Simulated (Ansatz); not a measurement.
Relaxed MoSi₂ (MoSi2 type, space group I4/mmm):

```
CELL_PARAMETERS angstrom
     -3.21692     3.21692     7.87303
      0.00000     0.00000     7.87303
      1.60846     1.60846    -3.93652
ATOMIC_POSITIONS crystal
  Mo 0.00000 0.00000 0.00000
  Mo 0.50000 0.00000 0.00000
  Si 0.00000 0.33511 0.00000
  Si 0.50000 0.33511 0.00000
  Si 0.00000 0.66489 0.00000
  Si 0.50000 0.66489 0.00000
```

The atoms are displaced by Q × the pattern below (from a DFPT mode at X = (0.5, 0.5, 0.0), largest move 1; Q in Å), at fixed cell. (q is in reciprocal vectors of the primitive cell; the cell shown is doubled to hold the pattern.)

```
atom       x       y      z
----  ------  ------  -----
Mo1    0.105  -0.105  0.000
Mo2   -0.105   0.105  0.000
Si3    0.707  -0.707  0.000
Si4   -0.707   0.707  0.000
Si5    0.707  -0.707  0.000
Si6   -0.707   0.707  0.000
```

These are PBE (plane waves to 420 eV, PAW, scalar-relativistic; Ansatz, a program for electronic structure) values and carry that method's errors. k mesh 20×20×20 (Γ-centred), Fermi-Dirac smearing 0.05 eV. Energies are smeared free energies. Stress and pressure are positive under compression. With partly filled bands, energies and forces of such displacements shift with the k mesh and the smearing. MoSi2 is run without spin polarisation. MoSi2 was relaxed with its symmetry unable to fall. ΔE is measured from the undisplaced structure.

```csv
Q (Å),ΔE (eV/cell),P (GPa),−dE/dQ from forces (eV/Å)
-0.280,2.684,15.1,21.708
-0.233,1.789,10.3,16.792
-0.187,1.106,6.5,12.593
-0.140,0.605,3.6,8.956
-0.093,0.263,1.6,5.738
-0.047,0.065,0.4,2.800
0.000,0.000,0.0,0.000
0.047,0.065,0.4,-2.800
0.093,0.263,1.6,-5.738
0.140,0.605,3.6,-8.956
0.187,1.106,6.5,-12.593
0.233,1.789,10.3,-16.792
0.280,2.684,15.1,-21.708
```

Summary:

```
Item                                                                                                                  Value
-----------------------------------------------------------  --------------------------------------------------------------
Energy at Q = 0.280 Å                                                                                         2684 meV/cell
Space group of the distorted cell                                                        Cmme (No. 67), lowered from I4/mmm
Symmetry of the curve                                                                         even: the same for both signs
Shape of the curve                                           a single well with its minimum at or next to zero displacement
Harmonic wavenumber from the curvature (finite differences)                                                        373 cm⁻¹
Wavenumber by perturbation theory (DFPT, on another k mesh)                                                        373 cm⁻¹
```

The 13 points together took roughly 40 core-minutes.

(A displaced cell: forces are minus the slopes of the energy, force constants its curvatures, and phonons follow from these.)
